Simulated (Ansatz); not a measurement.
Method: Ansatz, DFT PBE, scalar-relativistic, plane waves, PAW. Settings: cutoff 420 eV, Γ-centred meshes spaced at most about 0.3 Å⁻¹, and about 0.25 Å⁻¹ or finer for metals (2π included), Gaussian smearing. No spin polarisation in the final relaxations.

These are static total energies at zero pressure.

Two forms of Ge₅P were relaxed alike.

A.

Space group I4/mmm (No. 139). a = 7.306 Å, b = 7.306 Å, c = 5.201 Å, α = 90.00°, β = 90.00°, γ = 90.00°
```
atom  site  symmetry       x       y       z
  Ge    8h      m.2m  0.7567  0.7567  0.0000
  Ge    2b     4/mmm  0.0000  0.0000  0.5000
   P    2a     4/mmm  0.0000  0.0000  0.0000
```

B.

Space group P-62m (No. 189). a = 5.134 Å, b = 5.134 Å, c = 4.888 Å, α = 90.00°, β = 90.00°, γ = 120.00°
```
atom  site  symmetry       x       y       z
  Ge    3f       m2m  0.6764  0.0000  0.0000
  Ge    2d      -6..  0.3333  0.6667  0.5000
   P    1b      -62m  0.0000  0.0000  0.5000
```

Question: Which form is favoured at zero pressure, and by what margin per atom?

Answer: B is lower, by 87 meV/atom. A has space group I4/mmm (No. 139), 23.1 Å³/atom and no gap on its mesh; B has Ge and P ordered on hcp sites, space group P-62m (No. 189), 18.6 Å³/atom and no gap. Counting Ge atoms around P (those within 1.25 times the shortest such distance or 1.15 times the sum of covalent radii, 1.27 where that leaves under three; the shortest distance is added where it exceeds 1.18 times the sum of covalent radii), A has P 6 and B has P 12 from 3.0 Å. A holds Ge–Ge bonds in all directions (shortest 2.60 Å); in B the shortest Ge–Ge distance is 2.88 Å, near bonding range too. The denser one is the lower, and pressure would at first widen the difference. Even the lower one lies +0.38 eV/atom against the reference forms of the elements (uncorrected), so neither is stable at this level. Both come from invented guesses. A third cell relaxed alike, in P-6m2, lies 113 meV/atom below the lower of the two.

A magnetic state wasn't ruled out in cells without spin, among them I4/mmm, P-62m. Cells relaxed within their symmetry can be saddle points.
